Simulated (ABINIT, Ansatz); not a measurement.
This is a calculation of CsLiCr2Te2S3 for Ansatz 0.2.0. The cell comes from a database or a generator and needn't be the stable form of this composition.

Contents of input.yaml:

```yaml
crystal:
  lattice:
    - [3.31929, 1.91639, 6.87982]
    - [-3.31929, 1.91639, 6.87982]
    - [0.0, -3.83279, 6.87982]
  atoms:
    - { symbol: Cs, position: [0.0, 0.0, 0.0] }
    - { symbol: Li, position: [0.5, 0.5, 0.5] }
    - { symbol: Cr, position: [0.79848, 0.79848, 0.79848], spin: 3.0 }
    - { symbol: Cr, position: [0.20152, 0.20152, 0.20152], spin: 3.0 }
    - { symbol: Te, position: [0.6799, 0.6799, 0.6799] }
    - { symbol: Te, position: [0.3201, 0.3201, 0.3201] }
    - { symbol: S, position: [0.13626, 0.86374, 0.5] }
    - { symbol: S, position: [0.5, 0.13626, 0.86374] }
    - { symbol: S, position: [0.86374, 0.5, 0.13626] }
kpoints:
  mp_grid: { grid: [5, 5, 5] }
scf:
  occupations: { method: fermi_dirac, width: 0.05 }
hamiltonian:
  xc: pbe
  pseudopotentials: { kind: all_electron, lapw: { basis_error: 0.001 } }
magnetization:
  spin_polarized: true
output:
  forces: true
  stress: true
  eigenvalues: true
  populations: true
```

Potentials or basis: all-electron LAPW, scalar-relativistic.

Launch:

```sh
$ ansatz run input.yaml --threads 8 --pin off --max-ram 24576MiB --backend cpu --events-out ev --progress --plain --runs-dir out
```

Translate it to ABINIT 10.8.3 (patched build). Potentials or basis there: JTH PAW PBE v2.0, cutoff 626 eV.

As run (cutoffs and basis follow the program's own potentials, and thresholds, step limits or extra output files can differ):

Contents of run.abi:

```
# Pseudopotentials
pp_dirpath "./"
pseudos "Cs.GGA_PBE-JTH.xml, Li.GGA_PBE-JTH.xml, Cr.GGA_PBE-JTH.xml, Te.GGA_PBE-JTH.xml, S.GGA_PBE-JTH.xml"

# Structure
acell 7.8754149077 7.8754149077 7.8754176027 Angstrom
rprim
     0.4214749367     0.2433382904     0.8735819104
    -0.4214749367     0.2433382904     0.8735819104
     0.0000000000    -0.4866776841     0.8735816114
ntypat 5
znucl 55 3 24 52 16
natom 9
typat 1 2 3 3 4 4 5 5 5
xred
     0.0000000000     0.0000000000     0.0000000000
     0.5000000000     0.5000000000     0.5000000000
     0.7984800000     0.7984800000     0.7984800000
     0.2015200000     0.2015200000     0.2015200000
     0.6799000000     0.6799000000     0.6799000000
     0.3201000000     0.3201000000     0.3201000000
     0.1362600000     0.8637400000     0.5000000000
     0.5000000000     0.1362600000     0.8637400000
     0.8637400000     0.5000000000     0.1362600000

# Plane-wave basis
ecut 625.861884 eV
pawecutdg 45.0
pawxcdev 0

# k points
kptopt 1
ngkpt 5 5 5
nshiftk 1
shiftk 0.0 0.0 0.0

# Exchange and correlation
ixc 11

# Bands and occupations
nband 44
occopt 3
tsmear 0.00183747

# Spin
nsppol 2
spinat
     0.0000000000     0.0000000000     0.0000000000
     0.0000000000     0.0000000000     0.0000000000
     0.0000000000     0.0000000000     3.0000000000
     0.0000000000     0.0000000000     3.0000000000
     0.0000000000     0.0000000000     0.0000000000
     0.0000000000     0.0000000000     0.0000000000
     0.0000000000     0.0000000000     0.0000000000
     0.0000000000     0.0000000000     0.0000000000
     0.0000000000     0.0000000000     0.0000000000

# SCF cycle
nstep 100
tolvrs 1.0e-9

# Output
iomode 3
prtwf 0
prtden 0
prteig 0
prtebands 0
enunit 2
prtvol 2
```

Potentials or basis: JTH PAW PBE v2.0.

The run is started by

```console
$ mpirun --bind-to none -np 4 abinit run.abi > log 2>&1
```

Both were run:

|  | Ansatz | ABINIT |
| --- | --- | --- |
| Pressure | 0.0 GPa | 0.0 GPa |
| Net moment | 4.00 μB per cell | 4.00 μB per cell |

Where Ansatz's input types no cutoff or centring, it takes its own default and a Γ-centred mesh.

The magnetic state is the one that the start led to; the real crystal's order can differ.

Pressure is positive in compression.
